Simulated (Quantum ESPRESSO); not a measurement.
PGe6B, a curve over strain

A calculation, not a measurement. The program is pw.x of Quantum ESPRESSO 7.5 (plane-wave density functional theory). The cell is made up: 8 atoms on a zincblende/diamond lattice, with randomly drawn elements, strain and displacements, not relaxed. PseudoDojo standard norm-conserving files (v0.5 for PBE, v0.4.1 for LDA and PBEsol) set the functional; there is no spin polarisation, spin-orbit coupling or dispersion term, and the masses in the input are unused placeholders.

Seven runs add a strain to one cell (along z); the atoms follow the cell and are not relaxed. Stress in the table is positive in tension.

Input of the run at -0.0021:

```
&control calculation='scf', pseudo_dir='./dojo.nc.sr.pbe.v0_5.standard.upf', outdir='./o', disk_io='medium', tprnfor=.true., tstress=.true. /
&system ibrav=0, nat=8, ntyp=3, nbnd=56, ecutwfc=77.98206166, nosym=.true., tot_charge=0,
 occupations='smearing', smearing='fd', degauss=0.0073498644
/
&electrons conv_thr=7.350e-09, electron_maxstep=60, /
ATOMIC_SPECIES
B 1.0 B.upf
Ge 1.0 Ge.upf
P 1.0 P.upf
CELL_PARAMETERS angstrom
5.6637 0.0337 -0.0307
0.0337 5.7622 -0.0296
-0.0308 -0.0297 5.6261
ATOMIC_POSITIONS angstrom
P 0.1538 -0.0006 0.146
Ge 0.0443 2.8492 2.8126
B 2.8159 -0.0847 2.7324
Ge 2.5795 2.8573 -0.0477
Ge 1.2334 1.6045 1.2789
Ge 1.3739 4.2548 4.2952
Ge 4.2251 1.3434 4.2107
Ge 4.2826 4.4746 1.497
K_POINTS automatic
6 6 6 1 1 1
```

```
added strain  free energy less that of the input shown (eV)  stress xx (GPa)  stress yy (GPa)  stress zz (GPa)  stress xy (GPa)  pressure (GPa)  iterations
     -0.0221                                         0.0023             1.54             0.85            -1.00             0.41           -0.47          11
     -0.0114                                        -0.0043             1.96             1.27            -0.01             0.37           -1.07          11
     -0.0045                                        -0.0019             2.21             1.52             0.61             0.35           -1.45          11
     -0.0021                                         0.0000             2.29             1.61             0.83             0.34           -1.58          11
     +0.0092                                         0.0167             2.65             1.98             1.81             0.30           -2.15          11
     +0.0129                                         0.0250             2.76             2.09             2.12             0.29           -2.32          11
     +0.0245                                         0.0594             3.08             2.42             3.07             0.26           -2.86          11
```

A cubic fit gives a slope of stress zz against the added strain of 88 GPa at zero added strain, with the atoms clamped. Across the table the free energy follows the integral of the stress to within 1.3 meV. A rerun of one of the cells at 1347 eV and a 8 x 8 x 8 mesh moved values by no more than 0.004 eV in energy, 0.04 GPa in stress and 0.006 eV/Å in force.